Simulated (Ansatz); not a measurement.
# KCaCl$_{3}$: a vibration from a frozen displacement

These are results of Ansatz 0.2.0, DFT PBEsol, scalar-relativistic, plane waves, PAW, not measurements. Cutoff 420 eV, Γ-centred 4×4×4 k-points, Gaussian smearing of 0.05 eV. No spin polarisation. Energies are free energies at this smearing, counted from the undisturbed cell; pressure is positive in compression.

Reference structure (relaxed at this level; it needn't be the usual structure):

```
K Ca Cl
1.0
     5.30577    0.00000    0.00000
     0.00000    5.30577    0.00000
     0.00000    0.00000    5.30577
K Ca Cl
1 1 3
Direct
  0.00000 0.00000 0.00000
  0.50000 0.50000 0.50000
  0.00000 0.50000 0.50000
  0.50000 0.00000 0.50000
  0.50000 0.50000 0.00000
```

Atom 3 (Cl) is moved by x along the Cartesian unit vector (1.000, 0.000, 0.000); the cell and all other atoms stay fixed. The cell's volume is 149.36 Å³; the moved atoms weigh 35.450 u together and the others 150.076 u. Some rows repeat others by symmetry and weren't run.

| x (Å) | ΔE (meV/cell) | total force on the moved atoms along the move (eV/Å) | pressure (GPa) |
| --- | --- | --- | --- |
| -0.2000 | 141.21 | 1.4884 | 0.5538 |
| -0.1750 | 106.75 | 1.2708 | 0.4214 |
| -0.1500 | 77.56 | 1.0660 | 0.3076 |
| -0.1250 | 53.36 | 0.8721 | 0.2122 |
| -0.1000 | 33.89 | 0.6871 | 0.1346 |
| -0.0750 | 18.95 | 0.5092 | 0.0746 |
| -0.0500 | 8.38 | 0.3365 | 0.0319 |
| -0.0250 | 2.09 | 0.1674 | 0.0063 |
| 0.0000 | 0.00 | 0.0000 | -0.0022 |
| 0.0250 | 2.09 | -0.1674 | 0.0063 |
| 0.0500 | 8.38 | -0.3365 | 0.0319 |
| 0.0750 | 18.95 | -0.5092 | 0.0746 |
| 0.1000 | 33.89 | -0.6871 | 0.1346 |
| 0.1250 | 53.36 | -0.8721 | 0.2122 |
| 0.1500 | 77.56 | -1.0660 | 0.3076 |
| 0.1750 | 106.75 | -1.2708 | 0.4214 |
| 0.2000 | 141.21 | -1.4884 | 0.5538 |

Task: What frequency belongs to this motion?

Result: The force constant is k = −dF/dx = 6.696 eV/Å², from the parabola through x = -0.0250, 0 and 0.0250. In every cell the moved atoms swing against the rest, so the mass is μ = m₁m₂/(m₁ + m₂) = 28.676 u, and ν̃ = 521.5 cm⁻¹ × √(|k|/μ) = 252 cm⁻¹. The pattern needn't be a normal mode: ν̃² is then a weighted mean of the squared nonzero frequencies at the zone centre of this cell, taken without macroscopic field, so it lies between the lowest and the highest of them.

Task: How far does the harmonic law reach?

Result: At x = -0.200 Å, kx²/2 = 133.92 meV against the computed 141.21 meV (+5.4 %): the well is still close to harmonic there.

Task: The pressure changes with x². What does that say about the frequency under compression?

Result: With E = k(V)x²/2, k ∝ V^(−2γ) and x scaling with the cell as V^(1/3), P − P0 = −∂E/∂V = (2γ − 2/3) ΔE/V. At x = 0.0500 Å, V(P − P0) = 149.36 × 0.03405 / 160.2 eV = 31.75 meV and ΔE = 8.38 meV, so γ = 1/3 + V(P − P0)/(2ΔE) = 2.23. This is the Grüneisen parameter of the motion under uniform scaling of the cell: shrinking the cell evenly by 1 % in volume raises the frequency by about 2.23 %.

Many cubic perovskites lower their energy by tilts or polar distortions; a scan of this one displacement doesn't rule them out.

Cost: 9 runs of about 1.7 core-minutes in all, on Intel Xeon Processor @ 2.50GHz (Skylake/Cascade Lake) (shared hosts).